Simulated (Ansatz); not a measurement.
The relaxed structure here is a generated cell of La: the first start was made by placing the elements on the sites of a structure type, and the end was not matched to a known phase here, so it may be hypothetical. Known forms of La include space group No. 194.

A relaxed structure of La. Level of theory: r2SCAN (plane waves to 500 eV, PAW, scalar-relativistic; Ansatz, a program for electronic structure).

```cif
data_La8
_chemical_formula_sum 'La8'
_space_group_name_H-M_alt 'P 1'
_space_group_IT_number 1
_cell_length_a 6.67205
_cell_length_b 6.67205
_cell_length_c 6.67205
_cell_angle_alpha 90.000
_cell_angle_beta 90.000
_cell_angle_gamma 90.000
loop_
_space_group_symop_operation_xyz
  'x, y, z'
loop_
_atom_site_label
_atom_site_type_symbol
_atom_site_fract_x
_atom_site_fract_y
_atom_site_fract_z
_atom_site_occupancy
La1 La 0.35259 0.85259 0.64741 1
La2 La 0.85259 0.85259 0.85259 1
La3 La 0.14741 0.35259 0.64741 1
La4 La 0.14741 0.14741 0.14741 1
La5 La 0.64741 0.14741 0.35259 1
La6 La 0.85259 0.64741 0.35259 1
La7 La 0.35259 0.64741 0.14741 1
La8 La 0.64741 0.35259 0.85259 1
```

Question: Determine the symmetry and give the standard cell with its independent sites.

Answer: Space group Pa-3 (No. 205); a = 6.672 Å, b = 6.672 Å, c = 6.672 Å, α = 90.00°, β = 90.00°, γ = 90.00°

```tsv
atom	site	symmetry	x	y	z
La	8c	.3.	0.1474	0.1474	0.1474
```

Question: Give the shortest distances between elements (the closest pairs, up to four, under 3.6 Å).

Answer: La–La 3.41 Å.

The volume per atom comes out as 37.13 Å³ and the band gap comes out as no gap (metallic).

No spin polarisation in the result.

It was reached from a disturbed copy of a Pm-3n (No. 223) cell, against which it lies -0.10 eV/atom.
